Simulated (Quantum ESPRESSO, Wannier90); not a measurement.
# Wannierisation of BeSe (zinc blende)

```xyz
2
Lattice="0.0000 2.5840 2.5840 2.5840 0.0000 2.5840 2.5840 2.5840 0.0000" Properties=species:S:1:pos:R:3 pbc="T T T"
Be     0.0000     0.0000     0.0000
Se    -1.2920    -1.2920    -1.2920
```

Cell from Materials Project (mp-1541), symmetrised, no further relaxation. COD (Crystallography Open Database) has an entry of this formula and space group (matched by these alone). Computed values, not measurements, from LDA: Quantum ESPRESSO (norm-conserving PseudoDojo potentials, cutoff 71 Ry, no spin polarisation, no spin-orbit coupling) on a Γ-centred 10×10×10 mesh, then Wannier90. Density: 10×10×10 mesh, cold smearing 0.01 Ry. Spin-orbit coupling, left out, would split the p-like bands by a few tenths of an eV.

Valence charges of the files: Be 4, Se 16. 21 bands were computed.

Isolated groups of bands, relative to the valence-band maximum (bands from 11 on overlap up to the last one computed):

```json
[
 {"bands": "1", "from (eV)": "-98.14", "to (eV)": "-98.14", "filling": "filled", "weight on atomic waves": "Be 1s 99 %"},
 {"bands": "2–6", "from (eV)": "-46.88", "to (eV)": "-46.87", "filling": "filled", "weight on atomic waves": "Se 3d 100 %"},
 {"bands": "7", "from (eV)": "-13.75", "to (eV)": "-11.99", "filling": "filled", "weight on atomic waves": "Se 4s 86 %, Be 2s 12 %"},
 {"bands": "8–10", "from (eV)": "-5.62", "to (eV)": "0.00", "filling": "filled", "weight on atomic waves": "Se 4p 86 %, Be 2s 7 %"}
]
```

Wanted is a model with the orbitals Be s p, Se s p, without the filled groups that are mainly made of other shells (semicore states, and anion s where it isn't named); all higher bands stay in for disentanglement.

Q: Give num_wann, exclude_bands and num_bands, and the number of electrons that the model holds.

A: Electrons: 1×4 + 1×16 = 20, which fill 10 bands.
num_wann = 1×4 + 1×4 = 8.
exclude_bands = 1-6, 6 bands, so num_bands = 21 − 6 = 15.
The model holds 20 − 2×6 = 8 electrons. With the window frozen to 4.02 eV it follows pw.x to 7.4 meV rms (states up to 3.5 eV relative to the valence-band maximum).
